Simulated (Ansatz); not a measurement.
**Computed properties of Re**

Re:
```cif
data_Re8
_chemical_formula_sum 'Re8'
_space_group_name_H-M_alt 'Fd-3m :1'
_space_group_IT_number 227
_space_group_name_Hall 'F 4d 2 3 -1d'
_cell_length_a 5.65175
_cell_length_b 5.65175
_cell_length_c 5.65175
_cell_angle_alpha 90.000
_cell_angle_beta 90.000
_cell_angle_gamma 90.000
loop_
_atom_site_label
_atom_site_type_symbol
_atom_site_symmetry_multiplicity
_atom_site_Wyckoff_symbol
_atom_site_fract_x
_atom_site_fract_y
_atom_site_fract_z
_atom_site_occupancy
Re1 Re 8 b 0.50000 0.50000 0.50000 1
```
(The calculation used a cell of 2 atoms; values per cell refer to that cell.)

Space group Fd-3m (No. 227), diamond; conventional cell a = b = c = 5.652 Å, α = β = γ = 90.00°.

Method: plane-wave PAW PBE (Ansatz code). Geometry: relaxed at this level of theory. Other levels are named where they apply.

Cell and energy:

Volume per atom: 22.57 Å³
Density: 13.70 g/cm³

Electronic structure:

- Electronic character: metallic (no gap)
- Density of states at the Fermi level: 0.68 states/eV per atom (mean over ±0.08 eV)
- Gap with spin–orbit coupling: none (metallic)

Mechanics:

- Bulk modulus (Birch–Murnaghan fit) = 1780 kbar
- Pressure derivative B′ = 4.2

The start of the workflow was typed in or built on a structure type; neither database checked (COD, Materials Project) lists it. It is not the phase usual at ambient conditions (space group No. 194). The cell was relaxed with PBE under the symmetry of its start; whether a distortion lowers the energy is not shown. No spin polarisation was allowed. Spin–orbit coupling is left out wherever it is not named.

Potentials: the earlier of the program's two PAW sets.
